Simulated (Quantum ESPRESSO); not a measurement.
# Ti6CuTa: a guest atom moved from site to site

A calculation, not a measurement. The program is pw.x of Quantum ESPRESSO 7.5 (plane-wave density functional theory). The cell is made up: eight metal atoms on a hexagonal close-packed lattice, with elements, volume, strain and displacements drawn at random and not relaxed, so it may be unstable or far from any real phase. PseudoDojo standard norm-conserving files set the functional (PBE unless stated); there is no spin polarisation or spin-orbit coupling, the Fermi-Dirac width of 0.25 eV means electrons at about 2900 K, and the masses in the input are unused placeholders. The copper pseudopotential is less sure than most, with forces differing by about three percent and pressure by about two GPa from a second method on plain copper. Heavy elements are run without spin-orbit coupling, which real alloys of them have. A spin test at this wide smearing found no moment, but such smearing suppresses magnetism that the real alloy may have.

The runs move one Cu atom among sites that otherwise hold Ti. Cell, positions, cutoff, mesh and smearing stay as in the input of run 1; sites are counted in its order. Stress in the tables is positive in tension.

Input of run 1:

```
&control calculation='scf', pseudo_dir='./dojo.nc.sr.pbe.v0_5.standard.upf', outdir='./o', disk_io='minimal', tprnfor=.true., tstress=.true. /
&system ibrav=0, nat=8, ntyp=3, nbnd=69, ecutwfc=92.02030273, nosym=.true., tot_charge=0,
 occupations='smearing', smearing='fd', degauss=0.0183746611
/
&electrons conv_thr=1.470e-08, electron_maxstep=70, mixing_beta=0.5 /
ATOMIC_SPECIES
Cu 1.0 Cu.upf
Ta 1.0 Ta.upf
Ti 1.0 Ti.upf
CELL_PARAMETERS angstrom
-2.9126 0.0 0.0
0.0 5.0448 0.0
1.4563 -2.5223 -9.4388
ATOMIC_POSITIONS angstrom
Ti 0.1171 0.1316 0.1151
Cu -0.0551 1.6913 -2.3713
Ti -0.1625 0.1096 -4.6441
Ti -0.175 1.5679 -7.0847
Ta -1.5657 2.519 -0.0815
Ti -1.5248 4.1009 -2.343
Ti -1.3915 2.4381 -4.6495
Ti -1.4751 -1.0087 -7.1874
K_POINTS automatic
8 5 3 1 1 1
```

```
run  elements on sites 1 to 8  free energy less that of run 1 (eV)  -TS (eV)  pressure (GPa)  stress xx (GPa)  stress yy (GPa)  stress zz (GPa)  stress yz (GPa)  stress xz (GPa)  stress xy (GPa)  iterations
  1   Ti Cu Ti Ti Ta Ti Ti Ti                                0.000    -2.374           -0.48             2.77            -1.62             0.31            -0.14             0.45             0.87          32
  2   Ti Ti Ti Ti Ta Cu Ti Ti                                0.091    -2.341            0.50             2.06            -2.23            -1.32             0.01            -0.34             1.06          34
  3   Ti Ti Ti Ti Ta Ti Cu Ti                               -0.010    -2.351            0.43             1.71            -2.46            -0.55            -0.42            -0.21             0.77          38
  4   Ti Ti Ti Ti Ta Ti Ti Cu                                0.084    -2.282            0.52             1.57            -1.75            -1.37            -0.29            -0.05             0.89          39
```

Forces Fx Fy Fz (eV/Å):

```
site              run 1              run 2              run 3              run 4
   1  -0.61 -1.12 -0.96  -0.48 -0.96 -1.32  -0.55 -0.98 -0.68  -0.63 -0.89 -0.61
   2    0.05 -0.34 0.11    0.03 -0.24 0.22  -0.05 -0.47 -0.56    0.02 -0.48 0.11
   3   0.56 -0.86 -0.23    0.49 -0.90 0.04   0.34 -0.82 -0.34   0.48 -0.85 -0.52
   4    0.62 -0.30 0.53    0.61 -0.34 0.11    0.54 -0.38 0.62    0.52 -0.09 0.21
   5    0.50 0.72 -0.27     0.57 0.76 0.41     0.51 0.82 0.28     0.49 0.71 1.04
   6   -0.01 0.70 -0.05    0.00 0.28 -0.13    0.09 0.63 -0.11   -0.01 0.52 -0.31
   7    -0.55 0.64 0.07   -0.64 0.85 -0.53   -0.40 0.53 -0.26   -0.62 0.79 -0.53
   8    -0.56 0.58 0.79    -0.58 0.55 1.19    -0.48 0.67 1.06    -0.26 0.29 0.61
```

The sites are displaced and not relaxed, so the energy differences mix bonding between neighbours with strain and are not ordering energies. A rerun of one cell of this series at a higher cutoff and on a denser mesh moved values by no more than 0.002 eV in energy, 0.02 GPa in stress and 0.003 eV/Å in force, and a second program with other atomic files agreed on that cell to 2 % rms in force and 0.5 GPa in pressure.